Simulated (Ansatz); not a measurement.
SiGe (R-3m), relaxed with PBEsol (Ansatz, an electronic-structure program, plane waves, PAW): a = b = 3.9211 Å, c = 19.1755 Å, α = β = 90.00°, γ = 120.00°.

| Item | Value |
|---|---|
| gap (eV) | 0.32 |
| ΔH_f (eV/atom) | 0.01 |
| B₀ by P(V) fit (GPa) | 80.7 |
| K_Hill (GPa) | 81.0 |
| G_Hill (GPa) | 56.6 |
| electron conductivity mass (mₑ) | 0.19 |
| Θ_D (K) | 451 |

### Question
The same phase is relaxed and computed with r²SCAN in the same code. What are the cell and these values now?

### Answer
a = b = 3.924 Å, c = 19.199 Å, α = β = 90.00°, γ = 120.00°.

* **gap (eV)**: 0.65
* **ΔH_f (eV/atom)**: 0.01
* **B₀ by P(V) fit (GPa)**: 84.1
* **K_Hill (GPa)**: 84.3
* **G_Hill (GPa)**: 63.2
* **electron conductivity mass (mₑ)**: 0.21
* **Θ_D (K)**: 476

Typed or built starts, not in the databases checked: SiGe, R-3m (Si on 6c, Ge on 6c). All cells were relaxed under the symmetry of their starts (and spin orders); stability against distortions was not tested throughout. Scalar-relativistic: spin–orbit coupling is off unless named, which matters more the heavier the elements.

Potentials: the later of the program's two PAW sets.

Ansatz is a plane-wave DFT program.

Formation energies count from the lowest solids of the elements computed at the same level, not from gases.
